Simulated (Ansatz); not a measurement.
YN (rock salt, Fm-3m), a = b = c = 4.8958 Å, α = β = γ = 90.00°; the cell used has 2 atoms.

Relaxed with r²SCAN.

**Question.** Which orbitals make up the states near the band edges in plane-wave PAW r²SCAN (Ansatz code)?

**Answer.** Top 1 eV of the valence band: N 2p 81 %, Y 4d 15 %. Bottom 1 eV of the conduction band: Y 4d 86 %, N 2p 13 %. Projections are on Löwdin-orthogonalised atomic valence shells; empty p or d shells of many metals are not among them.

**Question.** Tabulate the density of states.

**Answer.** States/eV per cell of 2 atoms, in 0.25 eV bins, energy from the valence-band maximum.

```
E (eV)  total  N 2p  Y 4d  Y 5s
------  -----  ----  ----  ----
-7.85    0.00  0.00  0.00  0.00
-7.60    0.00  0.00  0.00  0.00
-7.35    0.00  0.00  0.00  0.00
-7.10    0.00  0.00  0.00  0.00
-6.85    0.00  0.00  0.00  0.00
-6.60    0.00  0.00  0.00  0.00
-6.35    0.00  0.00  0.00  0.00
-6.10    0.00  0.00  0.00  0.00
-5.85    0.00  0.00  0.00  0.00
-5.60    0.00  0.00  0.00  0.00
-5.35    0.00  0.00  0.00  0.00
-5.10    0.00  0.00  0.00  0.00
-4.85    0.00  0.00  0.00  0.00
-4.60    0.00  0.00  0.00  0.00
-4.35    0.00  0.00  0.00  0.00
-4.10    0.01  0.00  0.00  0.00
-3.85    0.22  0.11  0.08  0.02
-3.60    0.44  0.24  0.15  0.04
-3.35    0.80  0.45  0.24  0.07
-3.10    1.29  0.77  0.36  0.12
-2.85    1.40  0.87  0.34  0.14
-2.60    1.27  0.83  0.27  0.12
-2.35    1.02  0.69  0.22  0.07
-2.10    2.61  1.77  0.74  0.05
-1.85    3.48  2.44  0.89  0.03
-1.60    4.38  3.15  1.01  0.01
-1.35    2.49  1.79  0.59  0.01
-1.10    1.78  1.33  0.38  0.00
-0.85    1.44  1.14  0.25  0.00
-0.60    1.02  0.85  0.13  0.00
-0.35    0.27  0.24  0.03  0.00
-0.10    0.07  0.06  0.00  0.00
0.15     0.00  0.00  0.00  0.00
0.40     0.00  0.00  0.00  0.00
0.65     0.01  0.00  0.01  0.00
0.90     0.07  0.01  0.06  0.00
1.15     0.12  0.02  0.10  0.00
1.40     0.17  0.02  0.14  0.00
1.65     0.22  0.03  0.18  0.00
1.90     0.26  0.04  0.22  0.00
2.15     0.32  0.05  0.26  0.00
2.40     0.37  0.06  0.30  0.00
2.65     0.42  0.07  0.34  0.00
2.90     0.48  0.08  0.39  0.00
3.15     0.55  0.08  0.45  0.00
3.40     0.68  0.10  0.55  0.01
3.65     0.76  0.11  0.61  0.01
3.90     0.78  0.12  0.62  0.01
4.15     0.85  0.13  0.67  0.02
4.40     0.84  0.12  0.67  0.02
4.65     0.77  0.10  0.62  0.02
4.90     0.86  0.11  0.69  0.02
5.15     0.94  0.12  0.73  0.03
5.40     1.04  0.13  0.79  0.05
```

The cell was relaxed with r²SCAN under the symmetry of its start. The run is not spin-polarised. Scalar-relativistic: spin–orbit coupling is off unless named, which matters more the heavier the elements.

Potentials: the later of the program's two PAW sets.
